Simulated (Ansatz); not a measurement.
Input and command of a plane-wave DFT calculation in Ansatz:

```yaml
crystal:
  lattice:
    - [-4.3341420125, 0.0, 0.0]
    - [-2.1670710062, -2.1670710062, 3.9807227295]
    - [-2.1670710062, 6.5012130187, 3.9807227295]
  atoms:
    - { symbol: Rb, position: [0.0, 0.5, 0.5] }
    - { symbol: Rb, position: [1.0, 1.0, 0.0] }
    - { symbol: Os, position: [0.3620749062, 0.9568876408, 0.3189625469] }
    - { symbol: Os, position: [0.3620749062, 0.4568876408, 0.8189625469] }
    - { symbol: Os, position: [0.6379250938, 0.5431123592, 0.1810374531] }
    - { symbol: Os, position: [0.6379250938, 0.0431123592, 0.6810374531] }
basis:
  ecutwfc: 420
kpoints:
  mp_grid: { grid: [6, 6, 6] }
hamiltonian:
  xc: pbe
scf:
  occupations: { method: gaussian, width: 0.1 }
output:
  forces: true
  stress: true
  eigenvalues: true
```

```bash
ansatz run input.yaml --threads 1 --pin off --max-ram 2560MiB --backend cpu --events-out ev --progress --plain --runs-dir out
```

Processor: Arm Neoverse V1, 1 thread, on a host shared with other jobs.

Estimate time, memory and problem size.

About 29 s on 1 thread of Arm Neoverse V1 (shared host), peak memory 0.59 GiB. It solves 50 bands at 68 k points (the mesh reduced by the symmetry that the task leaves, which can be less than the crystal's) with about 2927 plane waves, in 7 SCF iterations.
